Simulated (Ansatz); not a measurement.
Given:

Hf2N:
```cif
data_Hf4N2
_chemical_formula_sum 'Hf4 N2'
_space_group_name_H-M_alt 'P42/mnm'
_space_group_IT_number 136
_space_group_name_Hall '-P 4n 2n'
_cell_length_a 5.25259
_cell_length_b 5.25259
_cell_length_c 3.19974
_cell_angle_alpha 90.000
_cell_angle_beta 90.000
_cell_angle_gamma 90.000
loop_
_atom_site_label
_atom_site_type_symbol
_atom_site_symmetry_multiplicity
_atom_site_Wyckoff_symbol
_atom_site_fract_x
_atom_site_fract_y
_atom_site_fract_z
_atom_site_occupancy
Hf1 Hf 4 f 0.29541 0.29541 0.00000 1
N1 N 2 a 0.00000 0.00000 0.00000 1
```

This is the LDA-relaxed structure.

Q: All from LDA in the plane-wave PAW code Ansatz, unless another level is named. Predict the electronic character.

A: metallic (no gap).

Q: Give the formation energy from the elements (no fitted shifts).

A: -1.47 eV/atom.

Q: Predict the density of states at the Fermi level.

A: 0.45 states/eV per atom (mean over ±0.08 eV).

Space group P4_2/mnm (anti-rutile). The first step of the workflow began from a Materials Project structure, measured or hypothetical; the Crystallography Open Database copy checked does not list it. Its standing as an ambient phase is unchecked. The cell was relaxed with LDA under the symmetry of its start; of distortions, only those at the zone centre were tested. The run is not spin-polarised. The references are the lowest solids computed at this level, not always the standard phases (solids in place of the gases). Spin–orbit coupling is left out wherever it is not named.

Potentials: the later of the program's two PAW sets.
